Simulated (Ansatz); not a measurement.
## Lattice vibrations of Si$_{3}$Ni$_{2}$Pt at Γ

Method: DFT PBE, scalar-relativistic, plane waves, PAW (Ansatz 0.2.0). Cutoff 420 eV, 12×4×8 k-points (Γ-centred), Fermi-Dirac smearing of 0.15 eV. No spin polarisation. Phonons by linear response, acoustic sum rule imposed.

The cell, relaxed at this level:
```xyz
12
Lattice="3.3415 0.0000 0.0000 0.0000 9.5048 0.0000 0.0000 0.0000 4.8475" Properties=species:S:1:pos:R:3 pbc="T T T"
Si    1.6707    6.4343    4.0933
Si    1.6707    0.0000    4.0540
Si    1.6707    3.0705    4.0933
Si    0.0000    4.7524    0.7936
Si    0.0000    7.8229    0.7543
Si    0.0000    1.6819    0.7543
Ni    1.6707    6.3414    1.6144
Ni    1.6707    3.1634    1.6144
Ni    0.0000    7.9158    3.2331
Ni    0.0000    1.5890    3.2331
Pt    1.6707    0.0000    1.6284
Pt    0.0000    4.7524    3.2191
```

The structure comes from a generated guess, relaxed at this level; another structure or a mixture of phases may lie lower. In a metal, frequencies depend on the k mesh and the smearing, soft modes most. Spin–orbit coupling is left out, which matters for heavy elements.

Optical modes at Γ:
```csv
frequency (THz),degeneracy
2.37,1
2.57,1
2.64,1
3.22,1
3.62,1
3.87,1
3.89,1
4.11,1
4.40,1
4.43,1
4.54,1
4.71,1
5.12,1
5.96,1
6.14,1
6.23,1
6.42,1
6.44,1
7.24,1
7.60,1
7.62,1
7.95,1
8.10,1
8.52,1
8.74,1
8.76,1
9.15,1
9.87,1
9.91,1
10.51,1
11.06,1
12.09,1
12.13,1
```

All 33 optical modes at Γ are real: no displacement of atoms at fixed cell lowers the energy to second order. Strains and modes at other wave vectors aren't tested by this run.
